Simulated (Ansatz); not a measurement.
**Calculated ²⁰⁹Bi NMR of the central transition for Bi2S3**

Cell: an entry of the Crystallography Open Database (COD), its atoms then relaxed with PBE in this cell.

```
CELL_PARAMETERS angstrom
11.35400 0.00000 0.00000
0.00000 3.99110 0.00000
0.00000 0.00000 11.18800
ATOMIC_POSITIONS crystal
Bi 0.48677 0.25000 0.32514
Bi 0.01323 0.75000 0.82514
Bi 0.98677 0.25000 0.17486
Bi 0.51323 0.75000 0.67486
Bi 0.33881 0.75000 0.03215
Bi 0.16119 0.25000 0.53215
Bi 0.83881 0.75000 0.46785
Bi 0.66119 0.25000 0.96785
S 0.28457 0.25000 0.19235
S 0.21543 0.75000 0.69235
S 0.78457 0.25000 0.30765
S 0.71543 0.75000 0.80765
S 0.54970 0.75000 0.12929
S 0.95030 0.25000 0.62929
S 0.04970 0.75000 0.37071
S 0.45030 0.25000 0.87071
S 0.37787 0.75000 0.44385
S 0.12213 0.25000 0.94385
S 0.87787 0.75000 0.05615
S 0.62213 0.25000 0.55615
```

Atom numbers follow the list; atoms alike are taken as one site, whose name carries the number of the first.

Level of theory: DFT, PBE, plane waves and PAW, scalar-relativistic, 420 eV cutoff, Γ-centred 3×7×3 k-points, Fermi–Dirac smearing 0.02 eV (Ansatz 0.2.0).

²⁰⁹Bi has I = 9/2 and Q = -516.0 mb (Pyykkö 2018); at 28.2 T its Larmor frequency is ν₀ = 196.3 MHz (from the bare nuclear moment; shielding lowers the observed one by a per cent or two). Only the quadrupole interaction is simulated: positions count from each site's isotropic chemical shift, and shift anisotropy, dipolar and J coupling are left out.

Task: Give C_Q, η, the quadrupolar product P_Q = |C_Q|(1 + η²/3)^½, the second-order isotropic shift and the breadth of the pattern (static powder) for each Bi site.

Result: 

| site | first shell | C_Q (MHz) | η | P_Q (MHz) | δ_QIS (ppm) | breadth (kHz) |
| --- | --- | --- | --- | --- | --- | --- |
| Bi1 | 7 S at 2.70–3.39 Å | -94.6 | 0.99 | 109 | -428 | 630 |
| Bi5 | 7 S at 2.63–3.32 Å | 242 | 0.09 | 242 | -2117 | 2325 |

δ_QIS = −(ν_Q²/30ν₀²)[I(I+1) − 3/4](1 + η²/3) × 10⁶ ppm with ν_Q = 3|C_Q|/[2I(2I−1)]; it falls as 1/B₀² in ppm, and the breadth as 1/B₀ in kHz.

Spin–orbit coupling is left out, which shifts gradients on Bi by a few per cent, and by more where contributions nearly cancel. Newer work puts Q(²⁰⁹Bi) near −420 mb, which would lower these couplings by about a fifth.
